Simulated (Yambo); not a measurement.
Ba₂CaTeO₆ (space group Fm-3m, No. 225), G0W0@LDA in Yambo (2×2×2 mesh, plasmon pole; 8 Ry block, no terminator). The number N of bands in W and G is varied.

| N | x = 1/N | gap Γ → Γ (eV) | shift of the valence edge (eV) |
|---|---|---|---|
| 117 | 0.00855 | 4.926 | -0.199 |
| 167 | 0.00599 | 4.734 | -0.346 |
| 231 | 0.00433 | 4.724 | -0.493 |
| 296 | 0.00338 | ? | ? |

**Question.** Basis-set arguments suggest E = E∞ + A x. Fix A and E∞ from the two rows above the withheld one, predict the row at 296 bands, and test the form.

**Answer.** Gap: A = (4.724 − (4.734))/(0.00433 − 0.00599) = 6.02, E∞ = 4.698 eV, so 4.718 eV is predicted; the run gave 4.687 eV (miss 31 meV). The first two rows have slope 75.0, so the form doesn't hold yet over the whole range. Shift: A = (-0.493 − (-0.346))/(0.00433 − 0.00599) = 88.6, E∞ = -0.876 eV, so -0.577 eV is predicted; the run gave -0.582 eV (miss 5 meV). The first two rows have slope 57.4, so the form doesn't hold yet over the whole range. The other settings are held fixed.

The standard potential for Te keeps a d shell in the valence without the s and p states of that shell. In tests on such compounds this moved G0W0 gaps by up to about 0.9 eV, so absolute quasiparticle energies here are unreliable; differences between settings are what counts.

Spin-orbit coupling is not included.

Geometry of the Materials Project entry, not relaxed at this level; primitive cell a = 6.0165 Å, b = 6.0165 Å, c = 6.0165 Å, α = 60.00°, β = 60.00°, γ = 60.00°.

A shift is the quasiparticle energy of the state minus its LDA energy.
